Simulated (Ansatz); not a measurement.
TiAl3:
```yaml
crystal:
  lattice:
    - [3.94811, 0.00000, 0.00000]
    - [0.00000, 3.94811, 0.00000]
    - [0.00000, 0.00000, 3.94811]
  atoms:
    - { symbol: Ti, position: [0.00000, 0.00000, 0.00000] }
    - { symbol: Al, position: [0.50000, 0.50000, 0.00000] }
    - { symbol: Al, position: [0.00000, 0.50000, 0.50000] }
    - { symbol: Al, position: [0.50000, 0.00000, 0.50000] }
```

Relaxed with PBEsol. Special points in fractions of this cell's reciprocal vectors: Γ (0.000, 0.000, 0.000); X (0.000, 0.500, 0.000); M (0.500, 0.500, 0.000); R (0.500, 0.500, 0.500).

**Question.** List the band energies nearest the Fermi level at these points for PBEsol (plane waves, PAW; program Ansatz).

**Answer.** In eV from the Fermi level; about four levels below and three above (degenerate sets whole), none deeper than 8.9 eV; points with the same levels are listed once.

```tsv
k	below	above
Γ	-3.15 -3.15 -2.19 -2.19 -2.19	0.13 0.13 0.13
X	-8.05 -2.30 -2.30 -2.24	0.38 0.72 0.72
M	-6.17 -6.17 -5.09 -1.30 -1.30	0.60 0.85 1.07
R	-5.03 -3.54 -3.54 -3.54	0.15 1.19 1.19
```

Space group Pm-3m (Cu3Au type). The first step of the workflow began from a Materials Project structure, measured or hypothetical; the Crystallography Open Database copy checked does not list it. Its standing as an ambient phase is unchecked. The cell was relaxed with PBEsol under the symmetry of its start; whether a distortion lowers the energy is not shown. No spin polarisation was allowed.

Potentials: the later of the program's two PAW sets.
